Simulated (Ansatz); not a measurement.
Input:

Starting cell, MgS (rock salt):

```
CELL_PARAMETERS angstrom
      0.00000     2.60157     2.60157
      2.60157     0.00000     2.60157
      2.60157     2.60157     0.00000
ATOMIC_POSITIONS crystal
  S  0.00000 0.00000 0.00000
  Mg 0.50000 0.50000 0.50000
```

Two-dimensional scan of atom 2 (Mg, nearest neighbour S at 2.602 Å; its periodic images, 3.7 Å or more away, move with it): u runs along (1.000, 0.000, 0.000), v along (0.000, 0.000, 1.000) (Cartesian). Cell and other atoms are fixed.

These are r2SCAN (plane waves to 500 eV, PAW, scalar-relativistic; Ansatz, an electronic-structure program) values and carry that method's errors. k mesh 9×9×9 (Γ-centred), Fermi-Dirac smearing 0.05 eV. Energies are smeared free energies. MgS was relaxed with its symmetry unable to fall. The zero of ΔE is the undisplaced structure. Axes are in Å.

The scan covers u from -0.390 to 0.390 Å in 7 points and v from -0.390 to 0.390 Å in 7 points.

Q: Is the undisplaced position a minimum, a maximum or a saddle of this map?

A: A minimum.

Q: What are the two principal curvatures of the energy at the centre?

A: 2.8 eV/Å², isotropic.

(A displaced cell: forces are minus the slopes of the energy, force constants its curvatures, and phonons follow from these.)
